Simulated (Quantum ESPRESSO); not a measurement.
MoRuSnTi5 in 6 site orders

These are calculations, not measurements. They come from Quantum ESPRESSO 7.5, a public plane-wave density functional program. Each row is one single-point run on a made-up periodic cell of eight metal atoms, with elements, volume, strain and displacements drawn at random and not relaxed, so a cell may be unstable or far from any real phase. There is no spin polarisation or spin-orbit coupling.

Settings: PBE unless stated; PseudoDojo standard norm-conserving files; Fermi-Dirac width 0.25 eV, which means electrons at about 2900 K; cutoff 1143 eV; 5 x 5 x 5 k mesh shifted half a step off Gamma. E is the free energy of the whole cell (internal energy minus TS), so a -TS column is already part of it. Stress is positive in tension, and the pressure P is minus a third of its trace.

Checks: one run of this series was repeated at a higher cutoff and on a denser mesh, which moved values by no more than 0.003 eV, 0.02 GPa and 0.003 eV/Å, and a second program with other atomic files agreed on it to 2 % rms in force and 0.5 GPa in pressure. Known limits: the tin pseudopotential is less sure than most, with forces differing by about three percent from a second method on plain tin; a spin test at this wide smearing found no moment, but such smearing suppresses magnetism that the real alloy may have.

The lattice is hexagonal close-packed, and the cell vectors in Å are (0.000, 4.905, 0.000); (2.832, 0.000, 4.600); (2.832, 0.000, -4.600), a volume of 127.82 Å³. The runs move one Ru atom among sites that otherwise hold Ti, on the same eight displaced sites. E is counted from run 1, and the rms force is over all 24 components. Nothing is relaxed, so E mixes bonding between neighbours with strain on unrelaxed sites, and it is not an ordering energy.

```
run,elements on sites 1 to 8,E (eV),-TS (eV),rms force (eV/Å),largest force (eV/Å),P (GPa)
1,Ru Ti Sn Ti Ti Mo Ti Ti,0.000,-2.006,0.780,2.46,11.64
2,Ti Ru Sn Ti Ti Mo Ti Ti,0.025,-2.037,0.804,2.15,11.72
3,Ti Ti Sn Ru Ti Mo Ti Ti,0.333,-2.176,0.816,2.46,11.98
4,Ti Ti Sn Ti Ru Mo Ti Ti,0.308,-2.105,0.808,2.27,12.06
5,Ti Ti Sn Ti Ti Mo Ru Ti,0.085,-2.090,0.802,2.35,11.62
6,Ti Ti Sn Ti Ti Mo Ti Ru,0.064,-2.073,0.819,2.32,?
```

## Worked fit

A straight line through the runs shown gives P = 11.63 + 1.19 E GPa with E in eV, an error of 0.27 on the slope and a scatter of 0.09 GPa. At this fixed volume the orders of higher energy tend to have the higher pressure.

## Withheld value

Question: what pressure should run 6 give?

The fit gives 11.71 ± 0.10 GPa. The calculation gave 11.74 GPa.
